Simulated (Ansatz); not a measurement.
Total density of states per atom from the program Ansatz at the r²SCAN level (PAW), in 0.25 eV bins, energy from the valence-band maximum:

```
E (eV) | states/eV/atom
    -7.86 | ################## 0.24
    -7.61 | #################### 0.26
    -7.36 | #################### 0.26
    -7.11 | #################### 0.27
    -6.86 | ##################### 0.28
    -6.61 | ######################## 0.32
    -6.36 | ######################### 0.33
    -6.11 | ######################### 0.33
    -5.86 | ########################### 0.35
    -5.61 | ######################### 0.34
    -5.36 | ######################### 0.33
    -5.11 | ############################# 0.39
    -4.86 | ############################# 0.38
    -4.61 | ############################## 0.40
    -4.36 | ####################### 0.31
    -4.11 | ####################### 0.31
    -3.86 | ####################### 0.31
    -3.61 | ######################## 0.32
    -3.36 | ############################ 0.38
    -3.11 | ################## 0.24
    -2.86 | ############### 0.20
    -2.61 | ############### 0.20
    -2.36 | ############## 0.19
    -2.11 | ########### 0.15
    -1.86 | ######### 0.12
    -1.61 | ####### 0.10
    -1.36 | ###### 0.08
    -1.11 | ##### 0.06
    -0.86 | #### 0.05
    -0.61 | ### 0.03
    -0.36 | # 0.02
    -0.11 |  0.00
     0.14 |  0.00
     0.39 |  0.00
     0.64 |  0.00
     0.89 |  0.00
     1.14 |  0.00
     1.39 |  0.00
     1.64 |  0.00
     1.89 |  0.00
     2.14 |  0.00
     2.39 |  0.00
     2.64 |  0.00
     2.89 |  0.00
     3.14 |  0.00
     3.39 |  0.00
     3.64 |  0.00
     3.89 | ## 0.02
     4.14 | ## 0.03
     4.39 | #### 0.05
     4.64 | ##### 0.07
     4.89 | ########## 0.14
     5.14 | ################## 0.23
     5.39 | ##################### 0.28
     5.64 | ######################## 0.32
     5.89 | ######################## 0.32
     6.14 | ####################### 0.31
     6.39 | ####################### 0.31
     6.64 | ####################### 0.31
     6.89 | ####################### 0.31
     7.14 | ####################### 0.31
     7.39 | ###################### 0.29
     7.64 | ######################## 0.32
     7.89 | ########################### 0.35
     8.14 | ############################ 0.38
     8.39 | ############################## 0.40
```

**Question.** Which compound is it?
(A) C, Cmmm (C on 8p, C on 8q)
(B) TiC, rock salt
(C) YCo2Si2, I4/mmm (Y on 2a, Co on 4d, Si on 4e)
(D) YAl2Ge2, P-3m1 (Y on 1a, Al on 2d, Ge on 2d)

**Answer.** A, C, Cmmm (C on 8p, C on 8q). Top 1 eV of the valence band: C 2p 98 %. Bottom 1 eV of the conduction band: C 2p 67 %, C 2s 16 %, outside the projected shells 16 %. Projections are on Löwdin-orthogonalised atomic valence shells; empty p or d shells of many metals are not among them.

The start of the workflow was typed in or built on a structure type; the Crystallography Open Database copy checked does not list it. It is not the phase usual at ambient conditions (space group No. 194, 227). Symmetry was held in the r²SCAN relaxation; its stability against distortions is not shown here.

Potentials: the earlier of the program's two PAW sets.
